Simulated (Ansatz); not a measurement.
A geometry of Te$_{2}$Mo away from equilibrium: step 17 of the relaxation of a generated cell, Te2Mo built in the AFLOW prototype AB2_hP6_194_b_f (as in CaIn2). Computed with PBEsol (plane waves to 420 eV, PAW, scalar-relativistic; Ansatz, a first-principles code). Γ-centred k-mesh 5×5×3 on the run's cell (coarser than for final values), Fermi–Dirac smearing 0.05 eV.

```xyz
6
Lattice="3.7020 0.0000 0.0000 -1.8510 3.2060 0.0000 0.0000 0.0000 11.3134" Properties=species:S:1:pos:R:3 pbc="T T T"
Mo     0.0000     0.0000     2.8284
Mo     0.0000     0.0000     8.4851
Te     0.0000     2.1373     1.1875
Te     1.8510     1.0687     6.8442
Te     1.8510     1.0687    10.1260
Te     0.0000     2.1373     4.4693
```

Question: Give the Cartesian forces on all atoms (eV/Å).

Answer: 
```csv
atom,Fx,Fy,Fz
Mo1,0.00,0.00,0.00
Mo2,0.00,0.00,0.00
Te3,0.00,0.00,0.08
Te4,0.00,0.00,0.08
Te5,0.00,0.00,-0.08
Te6,0.00,0.00,-0.08
```

Question: What is the pressure?

Answer: +5.4 GPa, compression positive.

Question: How far above the relaxed end point is this geometry?

Answer: 0.19 eV/atom; the path ends in P6₃/mmc (No. 194).

No spin polarisation in the result. Without a van der Waals term the distances between weakly bound units are poorly fixed.

The run could not lose the symmetry of its start.

The first start was generated by placing the elements on the sites of a structure type. A measured structure of Te2Mo has the same space group, P6₃/mmc (No. 194); the sites were not compared with it.
